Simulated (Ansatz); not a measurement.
Each is relaxed and computed with r²SCAN in the plane-wave PAW code Ansatz. Which is the only metal?
(A) InF3, R-3c (In on 6b, F on 18e)
(B) Ti3InC, anti-perovskite
(C) BaC2, R-3m (Ba on 3a, C on 6c)
(D) In2Si2O7, C2/m (Pearson symbol mS22)

B, Ti3InC, anti-perovskite. Ti3InC: metal; In2Si2O7: gap 3.63 eV (direct); BaC2: gap 1.79 eV (indirect); InF3: gap 5.13 eV (indirect). Standing as an ambient phase not checked: Ti3InC, anti-perovskite; In2Si2O7, C2/m (Pearson symbol mS22); BaC2, R-3m (Ba on 3a, C on 6c); InF3, R-3c (In on 6b, F on 18e). All cells were relaxed under the symmetry of their starts (and spin orders); stability against distortions was not tested throughout. Rows with no word on spin ran without spin polarisation. Spin–orbit coupling is left out wherever it is not named.

Potentials: the later of the program's two PAW sets.
